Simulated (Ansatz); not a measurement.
## PbO₂: do energies and stresses tell the same story?

All numbers below come from Ansatz, DFT PBEsol, scalar-relativistic, plane waves, PAW.

Settings: cutoff 420 eV, Γ-centred mesh 8×8×10 on the computed 6-atom cell, Gaussian smearing of 0.10 eV; no spin polarisation.

Relaxed cell: P4_2/mnm, a = 4.997 Å, b = 4.997 Å, c = 3.411 Å, α = 90.00°, β = 90.00°, γ = 90.00°, 6 atoms in the primitive cell. Whether it is the stable form of this composition wasn't checked.

Energies at zero smearing and pressures from the stress tensor, at volumes with shape and atoms relaxed:
```
V (Å³/atom) E − E(first) (meV/atom) P (GPa)
     12.495                     0.00    22.65
     12.921                   -50.08    15.31
     13.347                   -82.45     9.26
     13.773                  -100.11     4.20
     14.199                  -105.51     0.02
     14.625                  -100.90    -3.35
     15.051                   -88.24    -6.09
     15.619                   -61.75    -8.73
```

Problem. Check P = −dE/dV between neighbouring volumes, and get the bulk modulus from the pressures alone.

Solution. With 1 eV/Å³ = 160.2 GPa:
```csv
middle V (Å³/atom),−ΔE/ΔV (GPa),mean P (GPa)
12.708,18.836,18.982
13.134,12.174,12.288
13.560,6.642,6.730
13.986,2.032,2.110
14.412,-1.732,-1.664
14.838,-4.764,-4.720
15.335,-7.472,-7.408
```

The two differ by 0.15 GPa at most. The mean of two end pressures misses the average over a step by about ΔV² P″/12, up to 0.11 GPa here; with that taken off 0.04 GPa remains, from the smearing term (the stress is the derivative of the free energy), the finite cutoff, the mesh or the relaxation's tolerance. Around V = 14.199 Å³/atom, the two neighbours give B = −V ΔP/ΔV = 14.199 × 7.55 / 0.852 = 125.8 GPa, against B0 = 123.2 GPa from the Birch–Murnaghan fit of the energies.

Spin–orbit coupling is left out, which can shift energies with elements as heavy as these.